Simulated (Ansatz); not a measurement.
KPH2O4:
Space group Fdd2 (No. 43); a = 10.517 Å, b = 10.601 Å, c = 6.945 Å, α = β = γ = 90.00°

```
atom  site  symmetry       x       y       z
----  ----  --------  ------  ------  ------
K       8a       ..2  0.2500  0.2500  0.0031
H      16b         1  0.1840  0.0352  0.3703
P       8a       ..2  0.0000  0.0000  0.2337
O      16b         1  0.0344  0.1161  0.1183
O      16b         1  0.1350  0.7160  0.1215
```
(The calculation used a cell of 16 atoms; values per cell refer to that cell.)

Relaxed with r²SCAN.

### Question
Which orbitals make up the states near the band edges in r²SCAN in the plane-wave PAW code Ansatz?

### Answer
Top 1 eV of the valence band: O 2p 97 %. Bottom 1 eV of the conduction band: K 4s 58 %, O 2s 22 %, H 1s 7 %. Projections are on Löwdin-orthogonalised atomic valence shells; empty p or d shells of many metals are not among them.

### Question
Tabulate the density of states.

### Answer
States/eV per cell of 16 atoms, in 0.25 eV bins, energy from the valence-band maximum.

| E (eV) | total | O 2p | P 3p | O 2s |
|---|---|---|---|---|
| -7.85 | 0.00 | 0.00 | 0.00 | 0.00 |
| -7.60 | 0.00 | 0.00 | 0.00 | 0.00 |
| -7.35 | 0.00 | 0.00 | 0.00 | 0.00 |
| -7.10 | 5.83 | 3.99 | 0.70 | 0.12 |
| -6.85 | 8.98 | 6.19 | 0.98 | 0.21 |
| -6.60 | 1.19 | 0.83 | 0.12 | 0.03 |
| -6.35 | 0.00 | 0.00 | 0.00 | 0.00 |
| -6.10 | 0.00 | 0.00 | 0.00 | 0.00 |
| -5.85 | 0.63 | 0.40 | 0.03 | 0.11 |
| -5.60 | 2.27 | 1.49 | 0.14 | 0.38 |
| -5.35 | 4.29 | 2.86 | 0.33 | 0.67 |
| -5.10 | 1.80 | 1.23 | 0.17 | 0.25 |
| -4.85 | 5.78 | 4.01 | 0.71 | 0.71 |
| -4.60 | 5.03 | 3.55 | 0.77 | 0.54 |
| -4.35 | 8.31 | 5.93 | 1.23 | 0.89 |
| -4.10 | 3.90 | 2.82 | 0.56 | 0.40 |
| -3.85 | 1.10 | 0.89 | 0.09 | 0.08 |
| -3.60 | 6.29 | 5.10 | 0.43 | 0.49 |
| -3.35 | 8.61 | 7.05 | 0.38 | 0.69 |
| -3.10 | 9.22 | 7.50 | 0.49 | 0.70 |
| -2.85 | 6.58 | 5.37 | 0.37 | 0.50 |
| -2.60 | 0.35 | 0.31 | 0.01 | 0.02 |
| -2.35 | 8.89 | 8.38 | 0.05 | 0.05 |
| -2.10 | 5.82 | 5.45 | 0.04 | 0.05 |
| -1.85 | 5.02 | 4.71 | 0.07 | 0.02 |
| -1.60 | 11.49 | 10.81 | 0.19 | 0.04 |
| -1.35 | 16.62 | 15.68 | 0.31 | 0.05 |
| -1.10 | 0.00 | 0.00 | 0.00 | 0.00 |
| -0.85 | 0.30 | 0.28 | 0.00 | 0.00 |
| -0.60 | 19.71 | 19.04 | 0.10 | 0.05 |
| -0.35 | 13.59 | 13.22 | 0.10 | 0.02 |
| -0.10 | 14.41 | 14.09 | 0.08 | 0.02 |
| 0.15 | 0.00 | 0.00 | 0.00 | 0.00 |
| 0.40 | 0.00 | 0.00 | 0.00 | 0.00 |
| 0.65 | 0.00 | 0.00 | 0.00 | 0.00 |
| 0.90 | 0.00 | 0.00 | 0.00 | 0.00 |
| 1.15 | 0.00 | 0.00 | 0.00 | 0.00 |
| 1.40 | 0.00 | 0.00 | 0.00 | 0.00 |
| 1.65 | 0.00 | 0.00 | 0.00 | 0.00 |
| 1.90 | 0.00 | 0.00 | 0.00 | 0.00 |
| 2.15 | 0.00 | 0.00 | 0.00 | 0.00 |
| 2.40 | 0.00 | 0.00 | 0.00 | 0.00 |
| 2.65 | 0.00 | 0.00 | 0.00 | 0.00 |
| 2.90 | 0.00 | 0.00 | 0.00 | 0.00 |
| 3.15 | 0.00 | 0.00 | 0.00 | 0.00 |
| 3.40 | 0.00 | 0.00 | 0.00 | 0.00 |
| 3.65 | 0.00 | 0.00 | 0.00 | 0.00 |
| 3.90 | 0.00 | 0.00 | 0.00 | 0.00 |
| 4.15 | 0.00 | 0.00 | 0.00 | 0.00 |
| 4.40 | 0.00 | 0.00 | 0.00 | 0.00 |
| 4.65 | 0.00 | 0.00 | 0.00 | 0.00 |
| 4.90 | 0.00 | 0.00 | 0.00 | 0.00 |
| 5.15 | 0.00 | 0.00 | 0.00 | 0.00 |
| 5.40 | 0.00 | 0.00 | 0.00 | 0.00 |
| 5.65 | 0.00 | 0.00 | 0.00 | 0.00 |
| 5.90 | 0.00 | 0.00 | 0.00 | 0.00 |
| 6.15 | 0.00 | 0.00 | 0.00 | 0.00 |
| 6.40 | 0.13 | 0.00 | 0.00 | 0.03 |
| 6.65 | 0.32 | 0.01 | 0.00 | 0.08 |
| 6.90 | 0.47 | 0.02 | 0.00 | 0.10 |
| 7.15 | 0.63 | 0.04 | 0.00 | 0.13 |
| 7.40 | 0.80 | 0.05 | 0.01 | 0.15 |
| 7.65 | 1.02 | 0.07 | 0.01 | 0.18 |
| 7.90 | 1.44 | 0.11 | 0.03 | 0.23 |
| 8.15 | 1.78 | 0.14 | 0.07 | 0.25 |
| 8.40 | 1.47 | 0.12 | 0.11 | 0.19 |
| 8.65 | 3.70 | 0.30 | 0.50 | 0.37 |
| 8.90 | 7.18 | 0.41 | 0.98 | 0.44 |
| 9.15 | 4.36 | 0.23 | 0.53 | 0.27 |
| 9.40 | 6.12 | 0.28 | 0.77 | 0.33 |
| 9.65 | 4.21 | 0.27 | 0.67 | 0.25 |
| 9.90 | 10.30 | 0.83 | 2.01 | 0.52 |
| 10.15 | 11.02 | 0.97 | 2.29 | 0.53 |
| 10.40 | 7.93 | 0.76 | 1.65 | 0.35 |
| 10.65 | 8.32 | 0.79 | 1.47 | 0.31 |
| 10.90 | 7.33 | 0.72 | 1.52 | 0.27 |
| 11.15 | 7.15 | 0.80 | 1.69 | 0.28 |

The first step of the workflow began from a Materials Project structure, measured or hypothetical; the Crystallography Open Database files this formula in space group No. 43, but the cells were not matched. Its standing as an ambient phase is unchecked. Symmetry was held in the r²SCAN relaxation; its stability against distortions is not shown here.

Potentials: the earlier of the program's two PAW sets. The files were generated under PBE; for other functionals the program regenerates the frozen cores, and for LDA and PBEsol the local potential too.
